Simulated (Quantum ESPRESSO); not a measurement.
# Strain and stress in AlZn2O3F

Calculated results; nothing here was measured. They come from pw.x of Quantum ESPRESSO 7.5, a plane-wave density functional program, with PseudoDojo standard norm-conserving files (v0.5 for PBE, v0.4.1 for LDA and PBEsol). The cells are made up: elements, strain and atom displacements were drawn at random, and nothing was relaxed. There is no spin polarisation, spin-orbit coupling or dispersion term.

The cell has 8 sites of a zincblende or diamond lattice. Sites 1 to 4 hold Al empty Zn Zn; sites 5 to 8 hold O F O O. Cell vectors in Å: (4.526, 0.000, 0.000); (0.000, 4.526, 0.000); (0.000, 0.000, 4.481). Settings: PBE, cutoff 1143 eV, 4 x 4 x 4 k mesh shifted by half a step, Fermi-Dirac smearing of 0.025 eV.

Each run adds a strain along z to one cell, with the atoms carried along; the vectors above are those of run 4. Stress is positive in tension and P is minus a third of its trace. E is the free energy for each atom above the lowest run shown. The last column is band 35 less band 34 at Gamma, from a band step after each run.

| run | strain (%) | s_xx (GPa) | s_yy (GPa) | s_zz (GPa) | s_xy (GPa) | P (GPa) | E (meV/atom) | level step at Gamma (eV) |
| --- | --- | --- | --- | --- | --- | --- | --- | --- |
| 1 | -2.10 | -4.37 | -1.19 | 1.22 | 8.35 | 1.45 | 0.00 | 0.944 |
| 2 | -1.75 | -3.99 | -0.83 | 1.66 | 8.23 | 1.05 | 0.41 | 0.930 |
| 3 | -1.55 | -3.78 | -0.63 | 1.92 | 8.16 | 0.83 | 0.74 | 0.921 |
| 4 | -0.99 | -3.19 | -0.07 | 2.62 | 7.97 | 0.21 | 1.72 | 0.897 |
| 6 | 1.77 | -0.59 | 2.37 | 5.97 | 7.07 | -2.59 | 11.55 | 0.779 |
| 7 | 2.00 | -0.39 | 2.56 | 6.25 | 6.99 | -2.80 | 12.71 | 0.769 |
| 5 | 1.21 | ? | ? | ? | ? | ? | ? | ? |

A rerun of one of these cells at 1437 eV and k mesh 6 x 6 x 6 moved values by no more than 0.002 eV in the cell's energy, 0.03 GPa in stress and 0.003 eV/Å in force.

## Worked fit

A parabola through the six runs shown gives s_zz = 3.84 + 1.22 e - 0.012 e² GPa, with e in per cent and a scatter of 0.01 GPa. The slope is a stiffness of 122 ± 1 GPa for each unit of this strain at e = 0. The atoms are clamped, and relaxing them would in general lower it. The error is the larger of the fit's own and the change that a cubic makes, rounded up.

## Withheld run

Question: what s_zz should run 5 give?

The fit gives 5.30 GPa. The calculation gave 5.31 GPa.

| run | strain (%) | s_xx (GPa) | s_yy (GPa) | s_zz (GPa) | s_xy (GPa) | P (GPa) | E (meV/atom) | level step at Gamma (eV) |
| --- | --- | --- | --- | --- | --- | --- | --- | --- |
| 5 | 1.21 | -1.08 | 1.91 | 5.31 | 7.24 | -2.05 | 8.93 | 0.803 |